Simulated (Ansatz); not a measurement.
MoPt:
```xyz
4
Lattice="4.4533 0.0000 0.0000 0.0000 2.7185 0.0000 0.0000 0.0000 4.9148" Properties=species:S:1:pos:R:3 pbc="T T T"
Mo     1.1133     0.0000     0.8037
Mo     3.3400     0.0000     4.1111
Pt     1.1133     1.3592     3.2645
Pt     3.3400     1.3592     1.6504
```

Relaxed with PBEsol. Special points in fractions of this cell's reciprocal vectors: Γ (0.000, 0.000, 0.000); X (0.500, 0.000, 0.000); S (0.500, 0.500, 0.000); Y (0.000, 0.500, 0.000); Z (0.000, 0.000, 0.500); U (0.500, 0.000, 0.500); R (0.500, 0.500, 0.500); T (0.000, 0.500, 0.500).

Question: List the band energies nearest the Fermi level at these points for DFT-PBEsol in the program Ansatz with PAW potentials.

Answer: In eV from the Fermi level; about four levels below and three above (degenerate sets whole), none deeper than 8.9 eV; points with the same levels are listed once.

```csv
k,below,above
Γ,-2.33 -1.84 -1.79 -1.40,0.26 1.59 1.81
X,-2.23 -2.23 -0.27 -0.27,0.48 0.48 1.53 1.53
S,-2.35 -2.35 -0.53 -0.53,0.47 0.47 2.74 2.74
Y,-1.85 -1.50 -1.17 -0.11,0.93 1.47 1.83
Z,-2.30 -2.00 -1.96 -1.55,0.32 1.04 1.41
U,-2.37 -2.37 -2.20 -2.20,0.45 0.45 0.86 0.86
R,-0.64 -0.64 -0.49 -0.49,0.58 0.58 0.64 0.64
T,-2.05 -1.66 -1.27 -0.95,0.44 0.62 0.70
```

Space group Pmma. The workflow started from a Materials Project entry (that database holds measured and hypothetical structures alike); the Crystallography Open Database copy checked does not list it. With Mo and Pt taken as one species the cell has the higher symmetry P6_3/mmc, so it may be an ordered model of a mixed-site phase. Whether it is the stable phase at ambient conditions was not checked. The cell was relaxed with PBEsol under the symmetry of its start; its stability against distortions is not shown here. The run is not spin-polarised. Scalar-relativistic: spin–orbit coupling is off unless named, which matters more the heavier the elements.

Potentials: the later of the program's two PAW sets.
